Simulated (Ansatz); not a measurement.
ZrB$_{2}$ (AlB2 type, space group P6/mmm)

```xyz
3
Lattice="3.1677 0.0000 0.0000 -1.5839 2.7433 0.0000 0.0000 0.0000 3.5503" Properties=species:S:1:pos:R:3 pbc="T T T"
Zr     0.0000     0.0000     0.0000
B      0.0000     1.8289     1.7751
B      1.5839     0.9144     1.7751
```

The atoms are displaced by Q × the pattern below (from a DFPT mode at Γ, largest move 1; Q in Å), at fixed cell.

```
atom      x      y       z
----  -----  -----  ------
Zr1   0.000  0.000  -0.237
B2    0.000  0.000   1.000
B3    0.000  0.000   1.000
```

Level of theory: r2SCAN (plane waves to 500 eV, PAW, scalar-relativistic; Ansatz, a quantum-chemistry and plane-wave program). k mesh 17×17×13 (Γ-centred), Fermi-Dirac smearing 0.05 eV. With partly filled bands, energies and forces of such displacements shift with the k mesh and the smearing. ZrB2 is run without spin polarisation. ZrB2 was relaxed with its symmetry unable to fall.

At one point of the scan the forces (eV/Å) are:

| atom | Fx | Fy | Fz |
|---|---|---|---|
| Zr1 | 0.000 | 0.000 | 1.188 |
| B2 | 0.000 | 0.000 | -0.594 |
| B3 | 0.000 | 0.000 | -0.594 |

Problem. Which point is it?
(A) Q = 0.033 Å
(B) Q = 0.067 Å
(C) Q = 0.050 Å
(D) Q = 0.100 Å

Solution. B, Q = 0.067 Å

(A displaced cell: forces are minus the slopes of the energy, force constants its curvatures, and phonons follow from these.)
